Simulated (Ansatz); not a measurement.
BaS (rock salt), relaxed and computed with several functionals in Ansatz (plane waves, PAW).

| functional | a (Å) | gap (eV) | B₀ by P(V) fit (GPa) |
|---|---|---|---|
| r²SCAN | 6.425 | 2.58 | 44.5 |
| HSE06 | 6.408 | 3.13 | 44.1 |
| PBE | 6.429 | 2.23 | 41.7 |
| LDA | 6.272 | 1.91 | 50.8 |

All cells were relaxed under the symmetry of their starts (and spin orders); stability against distortions was not tested throughout. Spin–orbit coupling is left out wherever it is not named.

Potentials: the later of the program's two PAW sets.

Ansatz (a quantum-chemistry and plane-wave program) is a plane-wave DFT program.
